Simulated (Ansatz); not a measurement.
Fcc Cu (110), 3 layers, DFT, PBE, PAW with Ansatz's default frozen-core files, scalar-relativistic (Ansatz 0.2.0), on 1 thread of Arm Neoverse V2 (shared host).

Command: `ansatz run input.yaml --threads 1 --pin off --max-ram 3584MiB --backend cpu --events-out ev --progress --plain --runs-dir out`

```yaml
crystal:
  lattice:
    - [2.5664536728, 0.0, 0.0]
    - [0.0, 3.6295135912, 0.0]
    - [0.0, 0.0, 18.5665]
  atoms:
    - { symbol: Cu, position: [0.0, 0.0, 0.4308848282] }
    - { symbol: Cu, position: [0.5, 0.5, 0.5] }
    - { symbol: Cu, position: [0.0, 0.0, 0.5691151718] }
kpoints:
  mp_grid: { grid: [16, 11, 1] }
scf:
  occupations: { method: fermi_dirac, width: 0.05 }
hamiltonian:
  xc: pbe
  pseudopotentials: { kind: paw }
output:
  forces: true
  stress: true
  eigenvalues: true
  populations: true
efield:
  axis: 3
  amplitude: 0
  dipole_correction: true
```

(1) How large is the problem that the program sets up?

(2) About how long does it take?

## Answers

(1) 54 irreducible k-points, 3399 plane waves at Γ, 35 bands.

(2) 42 s of wall time for 8 SCF iterations. Times on shared machines scatter by tens of per cent.
